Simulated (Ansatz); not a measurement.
## Is this MgCd2Se3 structure stable?

The structure comes from a generated guess, relaxed at this level; another structure or a mixture of phases may lie lower.

Level of theory: DFT PBE, scalar-relativistic, plane waves, PAW in Ansatz 0.2.0. Settings of the last relaxation (6-atom cell): 420 eV, 6×6×4 k points, Gaussian smearing of 0.02 eV, no spin polarisation.

```
CELL_PARAMETERS angstrom
4.33835 0.00000 0.00000
-2.16918 3.75712 0.00000
0.00000 0.00000 10.59602
ATOMIC_POSITIONS crystal
Mg 0.00000 0.00000 0.33101
Cd 0.33333 0.66667 0.00448
Cd 0.66667 0.33333 0.66394
Se 0.66667 0.33333 0.91662
Se 0.00000 0.00000 0.57620
Se 0.33333 0.66667 0.25776
```

The zero of energy is the elements' standard structures at the same level; no fitted shifts are applied.

**Question.** These tests were run: energy against the elements; phonons on a 2×2×1 q mesh. What do they show?

**Answer.**

| test | result |
| --- | --- |
| energy against the elements | −0.836 eV/atom |
| phonons on a 2×2×1 q mesh | no imaginary mode on the mesh |

It fails none of these tests. Other phases of the system weren't compared here, so this isn't yet thermodynamic stability.

The reference form of Se is held partly by dispersion forces, which this level lacks. The run for the phonons used a 6×6×4 k mesh.
